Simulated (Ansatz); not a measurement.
A sound run on MnPt₃ (Pm-3m), volume scaled by 0.66, start moments a quarter as large (Ansatz 0.2.0, DFT, PBEsol, PAW with Ansatz's default frozen-core files, scalar-relativistic):

```yaml
crystal:
  lattice:
    - [3.3955691996, 0.0, 0.0]
    - [0.0, 3.3955691996, 0.0]
    - [0.0, 0.0, 3.3955691996]
  atoms:
    - { symbol: Mn, position: [0.0, 0.0, 0.0], spin: 1.0 }
    - { symbol: Pt, position: [0.0, 0.5, 0.5] }
    - { symbol: Pt, position: [0.5, 0.0, 0.5] }
    - { symbol: Pt, position: [0.5, 0.5, 0.0] }
magnetization:
  spin_polarized: true
kpoints:
  mp_grid: { grid: [8, 8, 8] }
scf:
  occupations: { method: fermi_dirac, width: 0.08 }
hamiltonian:
  xc: pbesol
  pseudopotentials: { kind: paw }
output:
  forces: true
  stress: true
  eigenvalues: true
```

It converged in 38 iterations. The moments died out: the run ends unmagnetised. Pressure 247.98 GPa.

The input is then changed, output keys apart:

```diff
+  algorithm: density_mixing
```

Q: How does the run end?

A: The calculation finished and met its thresholds. Free energy -41011.1620 eV against -41011.1620 eV, cell moment 0.00 μB, pressure 247.98 GPa. The change did no harm here: the energy is that of the sound run to 1 meV per atom.
```
Engine: ansatz 0.2.0
Pseudopotentials: kind: paw
Pseudopotential: Mn, paw, valence charge 15, recommended cutoff 420 eV (normal), Mn.paw.azcp
Pseudopotential: Pt, paw, valence charge 18, recommended cutoff 420 eV (normal), Pt.paw.azcp
Functional definition: PBEsol
  exchange = pbesol_x
  correlation = pbesol_c
Crystal: 4 atoms, lattice volume = 39.151 Å³
Basis set: ecut = 420 eV, 751 PW (Γ), exchange–correlation on 48×48×48 points (8 copies of the dense FFT grid, shifted against one another)
Bands: 42, of which v1, the nominal top of the filled ones, is band 35 counted from 1 (34 counted from 0)
Symmetry: 48 space group operations
Space group: Pm-3m (ITA 221), of the structure as read, at distance tolerance 3.4e-5 Å
Magnetic group: BNS 221.92 (UNI 1594), of the structure as read, at distance tolerance 3.4e-5 Å
k-points: 35 of 512
Non-local potential: Mn, projectors of the file, l = 0: 3, l = 1: 2, l = 2: 3, l = 3: 1
Non-local potential: Pt, projectors of the file, l = 0: 3, l = 1: 2, l = 2: 2, l = 3: 1
PAW form: soft (Blöchl's): semilocal exchange-correlation on the pseudo side does not see the compensation charge
[...]
--- Forces (eV/Å), atoms counted from 1 ---
  atom   1  Mn    -0.00000000     0.00000000     0.00000000
  atom   2  Pt     0.00000000    -0.00000000    -0.00000000
  atom   3  Pt     0.00000000    -0.00000000     0.00000000
  atom   4  Pt    -0.00000000    -0.00000000    -0.00000000
  max |Σ_I F_I| component: 7.89e-29 eV/Å
--- Stress (GPa, compression-positive) ---
      247.978969       0.000000       0.000000
       -0.000000     247.978969       0.000000
        0.000000       0.000000     247.978969
  P = ⅓ Tr σ = 247.9790 GPa (2479.790 kbar)
--- Band table (eV; the first three rows and the last of 70) ---
  k-point 0 ↑: bands = ["-65.0666", "-64.8178", "-64.8178", "-43.2758", "-20.1076", "-20.1076", "-20.1076", "-19.1337", "-19.1337", "-19.1337", "-18.6867", "-18.6867", "-18.6867", "-12.2632", "-12.2632", "-12.2632", "21.0352", "23.0338", "24.3667", "24.3667", "24.3667", "24.4494", "24.4494", "30.0269", "30.0269", "30.0269", "33.4935", "33.4935", "36.1325", "36.8449", "36.8449", "36.9910", "36.9910 …
  k-point 1 ↑: bands = ["-65.0582", "-64.8262", "-64.8177", "-43.2761", "-20.0770", "-20.0770", "-20.0579", "-19.1446", "-19.1446", "-19.1383", "-18.7453", "-18.7086", "-18.7086", "-12.2737", "-12.2672", "-12.2672", "21.3470", "23.2737", "24.4795", "24.5855", "24.6079", "24.6079", "24.7306", "29.7870", "30.1329", "30.1329", "33.1201", "33.5618", "34.9264", "34.9264", "35.7003", "36.3800", "36.6891 …
  k-point 2 ↑: bands = ["-65.0349", "-64.8495", "-64.8175", "-43.2766", "-19.9942", "-19.9942", "-19.9146", "-19.1819", "-19.1819", "-19.1494", "-18.9103", "-18.7592", "-18.7592", "-12.2990", "-12.2769", "-12.2769", "22.2053", "23.9304", "24.7917", "24.9643", "25.3146", "25.3146", "25.5206", "29.1825", "30.3483", "30.3483", "32.1163", "32.7442", "32.7442", "33.7006", "34.1721", "34.5196", "35.7940 …
  k-point 34 ↓: bands = ["-64.8992", "-64.8992", "-64.8992", "-43.2746", "-20.6453", "-19.9338", "-19.9338", "-19.9338", "-18.7905", "-18.7905", "-18.6505", "-18.6505", "-18.6505", "-12.2582", "-12.2582", "-12.2582", "23.9161", "23.9161", "23.9161", "24.1931", "28.3464", "28.3464", "28.3464", "29.7545", "29.7545", "29.7545", "31.0703", "31.0703", "33.9040", "34.2847", "34.2847", "34.2847", "36.076 …
```
